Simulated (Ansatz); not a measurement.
Relaxed-ion elastic tensor of Al (fcc (Cu type), Fm-3m) in GPa (Voigt order), r²SCAN in the plane-wave PAW code Ansatz; density 2.82 g/cm³, 15.89 Å³ per atom.

```tsv
	1	2	3	4	5	6
1	142	68.4	68.4	0.0	0.0	0.0
2	68.4	142	68.4	0.0	0.0	0.0
3	68.4	68.4	142	0.0	0.0	0.0
4	0.0	0.0	0.0	45.8	0.0	0.0
5	0.0	0.0	0.0	0.0	45.8	0.0
6	0.0	0.0	0.0	0.0	0.0	45.8
```

Problem. Is the crystal mechanically stable?

Solution. Yes: the smallest eigenvalue of C is 45.8 GPa.

Problem. Work out the Voigt, Reuss and Hill averages.

Solution. K_V = 92.9, K_R = 92.9, K_H = 92.9; G_V = 42.2, G_R = 41.7, G_H = 42.0 GPa.

Problem. Give Young's modulus, Poisson's ratio, Pugh's ratio and the universal anisotropy index.

Solution. E = 9KG/(3K + G) = 109 GPa; ν = 0.30; K/G = 2.21 (ductile by the Pugh limit of 1.75); A_U = 5G_V/G_R + K_V/K_R − 6 = 0.06.

Problem. Estimate the sound speeds and the Debye temperature.

Solution. v_l = √((K + 4G/3)/ρ) = 7270 m/s, v_t = √(G/ρ) = 3860 m/s, mean 4310 m/s; Θ = (h/k)(3n/4πV)^(1/3) v_m = 510 K.

Problem. Give the Zener ratio and Young's modulus along [100], [110] and [111].

Solution. A = 2C44/(C11 − C12) = 1.24; 1/E = S11 − 2(S11 − S12 − S44/2)Γ with Γ = 0, 1/4, 1/3 gives 97.6, 112, 118 GPa.

Problem. Solve the Christoffel equation for the three sound speeds along [100], [110], [111].

Solution. Eigenvalues of C_ijkl n_j n_l equal ρv². In km/s, slowest first: [100] 4.03, 4.03, 7.10; [110] 3.61, 4.03, 7.32; [111] 3.76, 3.76, 7.39.

The cell was relaxed with r²SCAN under the symmetry of its start. As this level gives no gap, shear constants depend on the k-mesh and smearing (Fermi–Dirac, 0.1 eV here).

Potentials: the earlier of the program's two PAW sets.
